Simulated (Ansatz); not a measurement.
The elements of this relaxed trial crystal are hidden behind letters.

```
lattice vectors (Å)
   0.0000    4.2641    4.2641
   4.2641    0.0000    4.2641
   4.2641    4.2641    0.0000
fractional positions
X 0.0000 0.0000 0.0000
Z 0.5000 0.5000 0.5000
Z 0.2500 0.2500 0.2500
Z 0.7500 0.7500 0.7500
```

These are results of DFT PBE, scalar-relativistic, plane waves, PAW in Ansatz 0.2.0, not measurements. Settings of the last relaxation (4-atom cell): 420 eV, 10×10×10 k points, Gaussian smearing of 0.10 eV, no spin polarisation.

| Property | Result |
| --- | --- |
| Space group | Fm-3m (No. 225) |
| Conventional cell | a = 8.528 Å |
| Volume per atom | 38.76 Å³ |
| Density | 4.89 g/cm³ |
| Energy over the elements | +0.12 eV/atom |
| Gap on the 10×10×10 mesh of the 4-atom cell | 0 eV (a metal) |

Energies are uncorrected and count from the elements' standard states at the same level.

Task: X is an s-block element of period 4 and Z is a lanthanide. Which elements are they?

Result: X = Ca, Z = La, so the formula is CaLa3, here in the BiF3 (D0_3) type. Density times volume gives a mean mass of 4.89 × 38.76/1.6605 = 114.1 u per atom, and this set has 114.2 u. Around Ca lie 8 La at 3.69 Å and 6 La at 4.26 Å; La on a site of symmetry m-3m is surrounded by 8 La at 3.69 Å and 6 Ca at 4.26 Å; La on a site of symmetry -43m has 4 Ca at 3.69 Å, 4 La at 3.69 Å and 6 La at 4.26 Å. Other sets within the hints have nearly the same mass, so mass alone doesn't settle it; this one was computed.

The cell is a metal run without spin; a magnetic state may lie lower. Symmetry constrained the relaxation, so the result can be a saddle point. Another cell of CaLa3 relaxed alike, in Pm-3m, lies 57 meV/atom lower, so this cell isn't the stable form at this level.
